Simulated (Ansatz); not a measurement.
Cs:
```
Cs
1.0
   -3.12148     3.12148     3.12148
    3.12148    -3.12148     3.12148
    3.12148     3.12148    -3.12148
Cs
1
Direct
  0.00000   0.00000   0.00000
```

Relaxed with r²SCAN+D4. Special points in fractions of this cell's reciprocal vectors: Γ (0.000, 0.000, 0.000); H (0.500, -0.500, 0.500); N (0.000, 0.000, 0.500); P (0.250, 0.250, 0.250).

### Question
List the band energies nearest the Fermi level at these points for plane-wave PAW r²SCAN+D4 (Ansatz code).

### Answer
In eV from the Fermi level; about four levels below and three above (degenerate sets whole), none deeper than 8.9 eV; points with the same levels are listed once.

```
k  below                     above
-  -----  ------------------------
Γ  -1.73            2.77 2.77 2.77
H      –  0.69 0.69 3.09 3.09 3.09
N      –            0.12 0.74 1.85
P      –            0.99 0.99 0.99
```

Space group Im-3m (bcc (W type)). The r²SCAN+D4 relaxation kept the symmetry of its start. The pairwise dispersion correction was not fitted to metals. Scalar-relativistic: spin–orbit coupling is off unless named, which matters more the heavier the elements.

Potentials: the earlier of the program's two PAW sets.
